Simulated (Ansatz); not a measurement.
# Magnetic states of zirconium, diamond

Method: DFT, r2SCAN, plane waves (500 eV) with PAW, scalar-relativistic in Ansatz 0.2.0. The PAW files were generated under PBE, with cores re-solved for the functional.

Each start was relaxed and then solved on a dense mesh, with Fermi-Dirac smearing of 0.05 eV (0.1 eV in a metal without spin) extrapolated to zero. Rows within 2 meV/atom of each other tie.

(1) Where does each start end, and how do the energies compare? Starts: ferromagnetic; non-magnetic.

Results:

(1) 
```csv
start,ends,ΔE (meV/atom),V (Å³/atom)
ferromagnetic,"ferromagnetic, net 2.26 μB per atom",0.0,36.92
non-magnetic,spin not included,234.3,29.66
```
